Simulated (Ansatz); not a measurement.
BP (rock salt, Fm-3m) at seven volumes, plane-wave PAW r²SCAN (Ansatz code), scaled uniformly. One row is withheld.

| V (Å³/atom) | P (GPa) |
|---|---|
| 9.159 | ? |
| 9.461 | 11.62 |
| 9.763 | 5.39 |
| 10.065 | 0.01 |
| 10.366 | -4.44 |
| 10.668 | -8.26 |
| 10.970 | -11.69 |

Question: Fit the shown pressures and predict the withheld one.

Answer: P = (3/2)B₀(x^(7/2) − x^(5/2))[1 + (3/4)(B′ − 4)(x − 1)] with x = (V₀/V)^(2/3). Least squares on the six rows gives V₀ = 10.069 Å³/atom, B₀ = 163 GPa, B′ = 4.27. At V = 9.159, x = 1.0652 and P = 18.91 GPa. The run itself gave 18.72 GPa.

The cell is a constructed one: a structure type filled with these elements; neither database checked (COD, Materials Project) lists it. It is not the phase usual at ambient conditions (space group No. 216). The cell was relaxed with r²SCAN under the symmetry of its start; its stability against distortions is not shown here.

Potentials: the later of the program's two PAW sets.
